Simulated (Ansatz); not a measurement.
SiO$_{2}$ (rutile)

```xyz
6
Lattice="4.2362 0.0000 0.0000 0.0000 4.2362 0.0000 0.0000 0.0000 2.6905" Properties=species:S:1:pos:R:3 pbc="T T T"
Si     2.1181     2.1181     1.3452
Si     0.0000     0.0000     0.0000
O      3.4185     3.4185     1.3452
O      1.3004     2.9357     0.0000
O      2.9357     1.3004     0.0000
O      0.8176     0.8176     1.3452
```

E(V) scan at fixed shape, V₀ the volume above. The atoms relax within the cell's symmetry.

Calculation: PBE (plane waves to 420 eV, PAW, scalar-relativistic; Ansatz, a program for electronic structure). k mesh 8×8×12 (Γ-centred), Fermi-Dirac smearing 0.05 eV. The energy includes the smearing's −TS. Stress and pressure are positive under compression. With the shape held, the modulus is that of even scaling; a crystal free to change shape is softer. SiO2 was relaxed with its symmetry unable to fall. The zero of ΔE is the relaxed starting cell.

```tsv
V (Å³/atom)	ΔE (meV/atom)
7.564	28.0
7.644	19.1
7.725	12.0
7.805	6.6
7.886	2.9
7.966	0.7
8.047	0.0
8.127	0.7
8.208	2.7
8.288	withheld
8.369	10.3
8.449	15.9
8.530	22.5
```

### Question
Fit a third-order Birch-Murnaghan form (E₀, V₀, B₀, B₀′ free) to the given rows and predict ΔE at V = 8.288.

### Answer
Least squares on the 12 given rows: ΔE = E₀ + (9V₀B₀/16)·y²·[2 + (B₀′ − 4)y], y = (V₀/V)^(2/3) − 1, with V₀ = 8.047 Å³/atom, B₀ = 276.5 GPa (160.2 GPa = 1 eV/Å³; the term in eV is multiplied by 1000), B₀′ = 4.47, E₀ = 0.00 meV/atom; root-mean-square residual 0.03 meV/atom. At 8.288 the fit gives 5.9 meV/atom; the calculation gives 5.9 meV/atom, the same to the digits shown. For the pressure the fit gives -7.6 GPa against the computed -7.7 GPa.

(Under strain, the slope of the energy per volume gives the stress and its curvature an elastic modulus.)
